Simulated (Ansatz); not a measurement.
Mg (hcp, Mg type)

```
Mg
1.0
    3.18616     0.00000     0.00000
   -1.59308     2.75930     0.00000
    0.00000     0.00000     5.22349
Mg
2
Direct
  0.33333   0.66667   0.75000
  0.66667   0.33333   0.25000
```

The atoms are displaced by Q × the pattern below (from a DFPT mode at Γ, largest move 1; Q in Å), at fixed cell.

| atom | x | y | z |
|---|---|---|---|
| Mg1 | 0.000 | 0.000 | -1.000 |
| Mg2 | 0.000 | 0.000 | 1.000 |

Computed with PBE (plane waves to 420 eV, PAW, scalar-relativistic; Ansatz, an electronic-structure program). k mesh 17×17×9 (Γ-centred), Fermi-Dirac smearing 0.05 eV. The energy includes the smearing's −TS. With partly filled bands, energies and forces of such displacements shift with the k mesh and the smearing. Mg was relaxed with its symmetry unable to fall. The PAW data are Ansatz's earlier set. ΔE is measured from the undisplaced structure. The last digit holds for this mesh only.

```json
[
 {"Q (Å)": "-0.1000", "ΔE (meV/cell)": "53.42"},
 {"Q (Å)": "-0.0833", "ΔE (meV/cell)": "withheld"},
 {"Q (Å)": "-0.0667", "ΔE (meV/cell)": "23.46"},
 {"Q (Å)": "-0.0500", "ΔE (meV/cell)": "13.13"},
 {"Q (Å)": "-0.0333", "ΔE (meV/cell)": "5.82"},
 {"Q (Å)": "-0.0167", "ΔE (meV/cell)": "1.45"},
 {"Q (Å)": "0.0000", "ΔE (meV/cell)": "0.00"},
 {"Q (Å)": "0.0167", "ΔE (meV/cell)": "1.45"},
 {"Q (Å)": "0.0333", "ΔE (meV/cell)": "5.82"},
 {"Q (Å)": "0.0500", "ΔE (meV/cell)": "13.13"},
 {"Q (Å)": "0.0667", "ΔE (meV/cell)": "23.46"},
 {"Q (Å)": "0.0833", "ΔE (meV/cell)": "withheld"},
 {"Q (Å)": "0.1000", "ΔE (meV/cell)": "53.42"}
]
```

Problem. Fit an even polynomial form (powers 2, 4) to the given rows and predict ΔE at Q = -0.0833.

Solution. Least squares on the 11 given rows: ΔE = (5221)·Q² + (12090)·Q⁴, in meV/cell with Q in Å; root-mean-square residual 0.008 meV/cell. At -0.0833 the fit gives 36.81 meV/cell; the calculation gives 36.85 meV/cell, so the interpolation is off by -0.04 (-0.1 %). The quadratic term alone would give 36.23 meV/cell.

(A displaced cell: forces are minus the slopes of the energy, force constants its curvatures, and phonons follow from these.)
